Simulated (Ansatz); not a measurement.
Ansatz (a quantum-chemistry and plane-wave program) input:

Ansatz 0.2 input:
```yaml
crystal:
  lattice:
    - [0.0, 4.8520722139, 4.8520722139]
    - [4.8520722139, 0.0, 4.8520722139]
    - [4.8520722139, 4.8520722139, 0.0]
  atoms:
    - { symbol: Sr, position: [0.0, 0.0, 0.0] }
    - { symbol: Sr, position: [0.25, 0.25, 0.25] }
kpoints:
  mp_grid: { grid: [6, 6, 6] }
  band_path:
    path:
      - [[0.0, 0.0, 0.0], [0.5, 0.0, 0.5], [0.625, 0.25, 0.625]]  # Γ-X-U
      - [[0.375, 0.375, 0.75], [0.0, 0.0, 0.0], [0.5, 0.5, 0.5], [0.5, 0.25, 0.75], [0.5, 0.0, 0.5]]  # K-Γ-L-W-X
    npoints: 12
hamiltonian:
  xc: r2scan
  pseudopotentials: { kind: paw }
magnetization: { noncollinear: true, spin_orbit: true }
scf:
  n_extra_bands: 12
  convergence: { dr2_threshold: 0.0000000001 }
  occupations: { method: gaussian, width: 0.05 }
output: { eigenvalues: true }
```

Output (shortened):

```
Pseudopotential: Sr, paw_fr, valence charge 10
Functional definition: r2SCAN
non-collinear run that drives no moment, with spin-orbit …
Crystal: 2 atoms, lattice volume = 228.461 Å³
Basis set: ecut = 500 eV, 5817 PW (Γ), exchange–correlation on 216×216×216 points (64 copies of the dense FFT grid, shifted against one another)
Bands: 32, of which v1, the nominal top of the filled ones, is band 20 counted from 1 (19 counted from 0)
Symmetry: 48 space group operations + 48 with time reversal
k-points: 16 of 216
Projection manifold: j_resolved (fully-relativistic pseudo-atomic orbitals)
iter 1 solved again at ethr=2.12e-4 eV; its pass at ethr=3.10e-3 eV (dr2=4.23e-2 eV) is discarded
SCF iter   1: F=—  HF=-7099.336976 eV  |F-HF|=—  |Δ(HF+E_count)|=         —  Δρ=4.11e-3  dr2=4.33e-2  dr2_τ=3.37e-4  dr2_m=0.00e0 (ungated)  ethr=2.12e-4  |M|=0.00e0 ∫|m|=0.00e0 μB  |m|>n=0.0e0 m-floor=0.0e0 τ_xc=0.0e0  β_m=0.30  ⟨swp⟩=1.8  Hψ=2273  notcnv=0
preconditioner: auto → Kerker (q_TF=auto, 1.818 Å⁻¹)
spin=Noncollinear: Kerker preconditioning applied to the charge; magnetization (m_x, m_y, m_z) channels mix plain (no charge-response kernel on spin).
SCF iter   2: F=—  HF=-7099.386185 eV  |F-HF|=—  |Δ(HF+E_count)|=   4.92e-2  Δρ=3.35e-3  dr2=3.35e-2  dr2_τ=2.38e-4  dr2_m=0.00e0 (ungated)  ethr=2.12e-4  |M|=0.00e0 ∫|m|=0.00e0 μB  |m|>n=0.0e0 m-floor=0.0e0 τ_xc=0.0e0  β_m=0.47  ⟨swp⟩=2.9  Hψ=457  notcnv=0
SCF iter   3: F=—  HF=-7099.429601 eV  |F-HF|=—  |Δ(HF+E_count)|=   4.34e-2  Δρ=1.03e-3  dr2=5.01e-3  dr2_τ=6.32e-5  dr2_m=0.00e0 (ungated)  ethr=1.68e-4  |M|=0.00e0 ∫|m|=0.00e0 μB  |m|>n=0.0e0 m-floor=0.0e0 τ_xc=0.0e0  β_m=0.72  ⟨swp⟩=3.9  Hψ=562  notcnv=0
SCF iter   4: F=—  HF=-7099.437293 eV  |F-HF|=—  |Δ(HF+E_count)|=   7.69e-3  Δρ=2.63e-4  dr2=3.13e-4  dr2_τ=9.98e-6  dr2_m=0.00e0 (ungated)  ethr=2.51e-5  |M|=0.00e0 ∫|m|=0.00e0 μB  |m|>n=0.0e0 m-floor=0.0e0 τ_xc=0.0e0  β_m=0.85  ⟨swp⟩=2.4  Hψ=481  notcnv=0
SCF iter   5: F=—  HF=-7099.437770 eV  |F-HF|=—  |Δ(HF+E_count)|=   4.77e-4  Δρ=9.30e-5  dr2=6.28e-5  dr2_τ=2.94e-7  dr2_m=0.00e0 (ungated)  ethr=1.57e-6  |M|=0.00e0 ∫|m|=0.00e0 μB  |m|>n=0.0e0 m-floor=0.0e0 τ_xc=0.0e0  β_m=0.93  ⟨swp⟩=3.4  Hψ=416  notcnv=0
SCF iter   6: F=—  HF=-7099.437840 eV  |F-HF|=—  |Δ(HF+E_count)|=   6.93e-5  Δρ=3.33e-5  dr2=8.85e-6  dr2_τ=2.47e-8  dr2_m=0.00e0 (ungated)  ethr=3.14e-7  |M|=0.00e0 ∫|m|=0.00e0 μB  |m|>n=0.0e0 m-floor=0.0e0 τ_xc=0.0e0  β_m=0.96  ⟨swp⟩=3.0  Hψ=443  notcnv=0
SCF iter   7: F=—  HF=-7099.437841 eV  |F-HF|=—  |Δ(HF+E_count)|=   1.30e-6  Δρ=2.09e-5  dr2=3.77e-6  dr2_τ=9.10e-9  dr2_m=0.00e0 (ungated)  ethr=4.42e-8  |M|=0.00e0 ∫|m|=0.00e0 μB  |m|>n=0.0e0 m-floor=0.0e0 τ_xc=0.0e0  β_m=0.98  ⟨swp⟩=2.0  Hψ=287  notcnv=0
SCF iter   8: F=—  HF=-7099.437844 eV  |F-HF|=—  |Δ(HF+E_count)|=   2.96e-6  Δρ=1.04e-5  dr2=8.21e-7  dr2_τ=7.91e-9  dr2_m=0.00e0 (ungated)  ethr=1.89e-8  |M|=0.00e0 ∫|m|=0.00e0 μB  |m|>n=0.0e0 m-floor=0.0e0 τ_xc=0.0e0  β_m=0.99  ⟨swp⟩=2.0  Hψ=286  notcnv=0
SCF iter  12: F=-7099.437795 eV  HF=-7099.437795 eV  |F-HF|=3.64e-12  |Δ(HF+E_count)|=  1.31e-10  Δρ=3.64e-8  dr2=5.88e-12  dr2_τ=3.42e-14  dr2_m=0.00e0 (ungated)  ethr=1.00e-12  |M|=0.00e0 ∫|m|=0.00e0 μB  |m|>n=0.0e0 m-floor=0.0e0 τ_xc=0.0e0  ⟨swp⟩=5.8  Hψ=865  notcnv=0
SCF 1 converged in 12 iterations: F = -7099.437795 eV  dr2 = 5.88e-12
NSCF: frozen V_eff on 74 k-points
SCF converged after 12 iterations
Magnetization: |M| = 0.0000 μB,  M = (+0.0000, +0.0000, +0.0000) μB
Absolute magnetization: 0.0000 μB (∫|m|)
  site 0: m = (+0.0000, +0.0000, +0.0000) μB, |m| = 0.0000 μB  (R = 1.73 Å)
  site 1: m = (+0.0000, +0.0000, +0.0000) μB, |m| = 0.0000 μB  (R = 1.73 Å)
Free energy (F): -7099.437795 eV
Harris-Foulkes:  -7099.437795 eV  (|F-HF|=3.64e-12)
Internal energy: -7099.431860 eV  (E = F + TS)
E sigma→0 (E₀):  -7099.434827 eV
Entropy (-TS):   -0.005934 eV (-2.967 meV/atom)
Fermi energy:    1.397851 eV
--- Per-component energies (eV) ---
  E_band       = -378.720929
  E_kinetic    = 477.906784
  E_local      = -2030.707097  (includes V_loc(G=0)·N_el)
  E_nonlocal   = 406.022809
  E_hartree    = 588.222609
  E_xc         = -318.345826
  E_vxc        = -343.364599  (∫ρ·V_xc dr)
  E_paw        = -5422.910498  (= ΣΔE_a)
  E_vpaw       = -83.778000  (= ΣTr[D̂ρ^β])
  E_aug_tail   = -0.000001  (compensation charges beyond the density's cutoff)
  E_vtau       = 18.754054  (kinetic-family band-sum trace: ∫τ·v_τ [+ j·A + Jᵃ·Aᵃ] dr)
  E_ewald      = -799.328397
  E_core_change = -0.292242  (= ΣΔE_core)
  E_smearing   = -0.005934  (= −TS)
  E_closure    = 0.000000  (closes the sum)
  Σ components = -7099.437795   (vs F -7099.437795, Δ=0.00e0)
  [band-id]    e_kinetic+e_local+e_nonlocal+2·e_hartree+e_vxc+e_vpaw+e_augmentation_tail+e_vtau = -378.720832   (vs E_band -378.720929, Δ=9.67e-5)
--- Band table (eV; the first three rows and the last of 16) ---
  k-point 0: bands = ["-37.7170", "-37.7170", "-37.7046", "-37.7046", "-19.8490", "-19.8490", "-19.7907", "-19.7907", "-18.7058", "-18.7058", "-18.7058", "-18.7058", "-18.6360", "-18.6360", "-18.6360", "-18.6360", "-1.4264", "-1.4264", "2.0394", "2.0394", …
  k-point 1: bands = ["-37.7164", "-37.7164", "-37.7052", "-37.7052", "-19.8464", "-19.8464", "-19.7938", "-19.7938", "-18.7075", "-18.7075", "-18.7011", "-18.7011", "-18.6404", "-18.6404", "-18.6343", "-18.6343", "-1.2778", "-1.2778", "1.7948", "1.7948", …
  k-point 2: bands = ["-37.7149", "-37.7149", "-37.7067", "-37.7067", "-19.8398", "-19.8398", "-19.8013", "-19.8013", "-18.7107", "-18.7107", "-18.6888", "-18.6888", "-18.6523", "-18.6523", "-18.6312", "-18.6312", "-0.8697", "-0.8697", "1.0701", "1.0701", …
  k-point 15: bands = ["-37.7108", "-37.7108", "-37.7108", "-37.7108", "-19.8215", "-19.8215", "-19.8207", "-19.8207", "-18.7083", "-18.7083", "-18.6805", "-18.6805", "-18.6603", "-18.6603", "-18.6333", "-18.6333", "0.2759", "0.2759", "0.2914", "0.2914", …
```

Cost: around 3 core-minutes (rough) on shared cores.

Space group Fd-3m (diamond). The start of the workflow was typed in or built on a structure type; neither database checked (COD, Materials Project) lists it. It is not the phase usual at ambient conditions (space group No. 225). The cell was relaxed with r²SCAN under the symmetry of its start. At this level the phase is mechanically unstable. The volume moved by 28 % from the start of the relaxation.

Potentials: the later of the program's two PAW sets.

Ansatz is a plane-wave DFT program.
